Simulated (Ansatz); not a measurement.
**Eigenvalues along a path: ScPt**

```
Sc Pt
1.0
     2.42367    0.00000    0.00000
     0.00000    2.42367    0.00000
     0.00000    0.00000    2.42367
Sc Pt
1 1
Direct
  0.50000 0.50000 0.50000
  0.00000 0.00000 0.00000
```

The base volume is that of a database entry, so it needn't be at zero pressure; the structure needn't be the stable phase, at rest or compressed.

All numbers are PBEsol results (scalar-relativistic) from Ansatz 0.2.0, with a Γ-centred 11×11×11 k mesh, Fermi–Dirac smearing of 0.05 eV, no spin polarisation. Methods: LAPW: all electrons, basis error target 1 meV/atom.

This run: volume at 0.4 of the series' base cell.

Spin–orbit coupling is left out, which matters for the heavy atoms.

Path points, in fractions of the reciprocal vectors: Γ (0.000, 0.000, 0.000), X (0.000, 0.500, 0.000), M (0.500, 0.500, 0.000), R (0.500, 0.500, 0.500). The distance column jumps between branches of the path. Levels in eV from the Fermi level; bands 28 to 38, counted from the lowest band of the run. The gap is zero, the pressure 830.2 GPa.

```
# k(1/Å) point b28 b29 b30 b31 b32 b33 b34 b35 b36 b37 b38
0.000 Γ -16.32 -16.32 -10.61 -7.23 -7.23 -7.23 1.76 1.76 8.08 8.08 8.08
0.216 - -16.20 -15.85 -10.21 -7.23 -7.23 -7.13 1.16 1.98 7.17 7.17 7.77
0.432 - -15.83 -14.56 -9.12 -7.21 -7.21 -6.85 -0.34 2.59 5.29 5.29 6.93
0.648 - -15.27 -12.68 -7.66 -7.10 -7.10 -6.44 -2.18 3.31 3.31 3.47 5.81
0.864 - -14.59 -10.59 -6.89 -6.89 -6.09 -5.96 -3.92 1.60 1.60 4.18 4.70
1.080 - -13.97 -8.91 -6.64 -6.64 -5.56 -5.23 -4.57 0.40 0.40 3.86 3.95
1.296 X -13.71 -8.28 -6.52 -6.52 -5.73 -5.40 -3.76 -0.04 -0.04 3.43 3.55
1.512 - -13.55 -8.37 -7.64 -6.97 -6.24 -4.93 -2.89 -0.32 1.01 4.06 4.09
1.728 - -13.32 -9.18 -8.28 -8.03 -7.80 -3.43 -1.28 -0.68 3.15 5.31 5.43
1.944 - -13.55 -10.57 -9.27 -9.26 -7.30 -1.32 -0.81 0.43 5.46 6.65 6.82
2.160 - -14.19 -11.65 -10.39 -10.35 -5.35 -0.72 1.05 2.18 7.10 7.54 8.21
2.376 - -14.78 -12.33 -11.09 -11.08 -3.18 -0.43 2.83 4.20 6.40 8.17 9.00
2.592 M -15.01 -12.57 -11.33 -11.33 -2.20 -0.04 3.50 5.57 5.57 7.29 9.54
2.898 - -14.59 -12.12 -11.11 -10.58 -3.87 -1.20 2.53 4.66 5.05 8.04 9.34
3.203 - -13.79 -11.10 -10.49 -8.58 -7.17 -3.03 1.11 3.05 3.39 4.94 9.05
3.509 - -13.77 -10.57 -10.17 -9.54 -6.27 -4.06 0.00 1.63 2.41 2.43 8.63
3.814 - -14.84 -13.51 -9.37 -8.47 -6.07 -5.70 0.13 1.92 2.86 3.23 8.28
4.120 - -15.91 -15.56 -9.90 -7.58 -7.18 -6.71 1.07 1.77 5.98 6.35 8.11
4.426 Γ -16.32 -16.32 -10.61 -7.23 -7.23 -7.23 1.76 1.76 8.08 8.08 8.08
4.800 - -15.45 -15.45 -9.61 -7.59 -7.59 -6.21 1.32 1.32 4.56 7.23 7.23
5.174 - -13.26 -13.26 -8.40 -8.40 -8.11 -5.54 1.24 1.24 2.30 5.64 5.64
5.548 - -10.83 -10.83 -9.66 -8.50 -8.50 -5.73 2.32 2.32 4.14 4.14 7.09
5.922 - -11.17 -9.35 -9.35 -6.90 -6.90 -4.07 2.02 2.02 4.81 4.81 12.89
6.296 - -9.34 -7.82 -7.82 -5.28 -5.28 -3.36 -0.19 -0.19 6.91 6.91 14.40
6.671 R -6.88 -6.88 -6.88 -4.30 -4.30 -4.30 -1.86 -1.86 7.74 7.74 12.80
6.976 - -8.41 -8.34 -7.00 -6.04 -4.35 -2.89 -1.17 -0.42 6.95 7.46 13.93
7.282 - -10.42 -10.31 -8.47 -7.29 -5.01 -1.36 -0.13 0.98 4.74 6.96 14.96
7.587 - -11.31 -11.17 -10.63 -7.59 -5.91 -0.91 0.57 1.26 1.69 6.75 12.59
7.893 - -12.29 -10.44 -10.41 -7.66 -6.63 -1.47 -1.46 0.77 0.88 6.17 8.77
8.198 - -13.35 -8.72 -8.28 -7.28 -6.54 -4.13 -2.61 0.19 0.68 4.51 5.01
8.504 X -13.71 -8.28 -6.52 -6.52 -5.73 -5.40 -3.76 -0.04 -0.04 3.43 3.55
10.337 R -6.88 -6.88 -6.88 -4.30 -4.30 -4.30 -1.86 -1.86 7.74 7.74 12.80
10.553 - -7.61 -7.61 -7.20 -5.99 -3.37 -3.37 -1.89 -0.91 7.26 7.71 13.38
10.769 - -8.78 -8.78 -8.67 -8.11 -1.95 -1.60 -1.60 -0.10 6.17 7.62 14.78
10.985 - -11.22 -9.83 -9.83 -9.45 -2.03 0.13 0.41 0.41 5.05 7.51 14.22
11.201 - -13.26 -10.92 -10.64 -10.64 -2.11 0.09 2.51 2.51 4.19 7.40 12.36
11.417 - -14.56 -12.11 -11.16 -11.16 -2.17 0.00 3.67 4.50 4.50 7.32 10.55
11.633 M -15.01 -12.57 -11.33 -11.33 -2.20 -0.04 3.50 5.57 5.57 7.29 9.54
```
